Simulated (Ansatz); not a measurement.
An Ansatz input:

```yaml
crystal:
  lattice:
    - [-1.1726555715, 1.1726555715, 1.1726555715]
    - [1.1726555715, -1.1726555715, 1.1726555715]
    - [1.1726555715, 1.1726555715, -1.1726555715]
  atoms:
    - { symbol: B, position: [0.0, 0.0, 0.0] }
hamiltonian:
  xc: blyp
  pseudopotentials:
    kind: paw
    azcp:
      B: "pseudopotentials/B.paw.azcp"
basis:
  ecutwfc: 420
  fft_grid_basis: typed
kpoints:
  mp_grid: { grid: [31, 31, 31], shift: [0, 0, 0] }
magnetization:
  spin_polarized: false
scf:
  occupations: { method: fermi_dirac, width: 0.1 }
```

Output

```
Engine: ansatz 0.2.0, aarch64-unknown-linux-gnu
Pseudopotentials: kind: paw
Pseudopotential: B, paw, valence charge 3, recommended cutoff 420 eV (normal) 
Functional definition: BLYP
  parameter beta = 0.0042
  parameter a = 0.04918
  parameter b = 0.132
  parameter c = 0.2533
  parameter d = 0.349
  exchange = b88_x(beta = beta)
  correlation = lyp_c(a = a, b = b, c = c, d = d)
Crystal: 1 atoms, lattice volume = 6.450 Å³
Basis set: ecut = 420 eV, 135 PW (Γ), exchange–correlation on 30×30×30 points (8 copies of the dense FFT grid, shifted against one another)
Bands: 6, of which v1, the nominal top of the filled ones, is band 2 counted from 1 (1 counted from 0)
Symmetry: 48 space group operations
Space group: Im-3m (ITA 229), of the structure as read, at distance tolerance 1.9e-5 Å
k-points: 816 of 29791
Non-local potential: B, projectors of the file, l = 0: 2, l = 1: 2, l = 2: 1
PAW form: soft (Blöchl's): semilocal exchange-correlation on the pseudo side does not see the compensation charge
PAW frozen core: B, regenerated for the run's functional, and the local potential with it (the file was generated under x = pbe(κ = 0.804, μ = 0.2195149727645171), c = pbe(β = 0.06672455060314922))
PAW one-centre angular grid: B, 110 points (default); XC on 64 Gauss nodes
Initial density: superposition of atomic densities (neutral atoms: chi_scale 0, normalization atom), corrected by the library's trained network
Initial wavefunctions: pseudopotential atomic-orbital guess
Functional: x = b88, c = lyp
SCF iter   1: F=—  HF=-154.249220 eV  |F-HF|=—  |Δ(HF+E_count)|=         —  Δρ=8.36e-3  dr2=2.73e-3  ethr=1.77e-3  ⟨swp⟩=4.5  Hψ=36522  notcnv=0
SCF iter   2: F=—  HF=-154.248575 eV  |F-HF|=—  |Δ(HF+E_count)|=   6.45e-4  Δρ=3.74e-3  dr2=5.43e-4  ethr=9.11e-5  ⟨swp⟩=1.0  Hψ=11424  notcnv=0
SCF iter   3: F=—  HF=-154.248446 eV  |F-HF|=—  |Δ(HF+E_count)|=   1.28e-4  Δρ=1.04e-4  dr2=2.48e-7  ethr=1.81e-5  ⟨swp⟩=1.6  Hψ=5366  notcnv=0
SCF iter   4: F=—  HF=-154.248446 eV  |F-HF|=—  |Δ(HF+E_count)|=   4.82e-7  Δρ=2.00e-5  dr2=5.98e-9  ethr=8.28e-9  ⟨swp⟩=2.3  Hψ=6009  notcnv=0
iter 5 did not close the SCF: its close was put off for the readings that it lacked (scf_convergence_deferred on its scf_iter line)
SCF iter   5: F=-154.248446 eV  HF=-154.248446 eV  |F-HF|=9.55e-11  |Δ(HF+E_count)|=   1.92e-8  Δρ=1.73e-6  dr2=4.20e-11  ethr=1.99e-10  ⟨swp⟩=2.0  Hψ=5903  notcnv=0
SCF iter   6: F=-154.248446 eV  HF=-154.248446 eV  |F-HF|=1.85e-12  |Δ(HF+E_count)|=  1.02e-10  Δρ=2.29e-7  dr2=6.43e-13  ethr=1.40e-12  ⟨swp⟩=1.0  Hψ=13004  notcnv=0
SCF 1 converged in 6 iterations: F = -154.248446 eV  dr2 = 6.43e-13
SCF converged after 6 iterations
Free energy (F): -154.248446 eV
Harris-Foulkes:  -154.248446 eV  (|F-HF|=1.85e-12)
Internal energy: -154.239239 eV  (E = F + TS)
E sigma→0 (E₀):  -154.243843 eV
Entropy (-TS):   -0.009207 eV (-9.207 meV/atom)
Fermi energy:    13.321840 eV
--- Per-component energies (eV) ---
  E_band       = 18.011360
  E_kinetic    = 46.681922
  E_local      = -2.987103  (includes V_loc(G=0)·N_el)
  E_nonlocal   = 12.600801
  E_hartree    = 0.317113
  E_xc         = -30.499201
  E_vxc        = -36.140114  (∫ρ·V_xc dr)
  E_paw        = -79.805458  (= ΣΔE_a)
  E_vpaw       = -2.778370  (= ΣTr[D̂ρ^β])
  E_aug_tail   = -0.000003  (compensation charges beyond the density's cutoff)
  E_ewald      = -100.548075
  E_core_change = 0.000764  (= ΣΔE_core)
  E_smearing   = -0.009207  (= −TS)
  E_closure    = 0.000000  (closes the sum)
  Σ components = -154.248446   (vs F -154.248446, Δ=0.00e0)
```
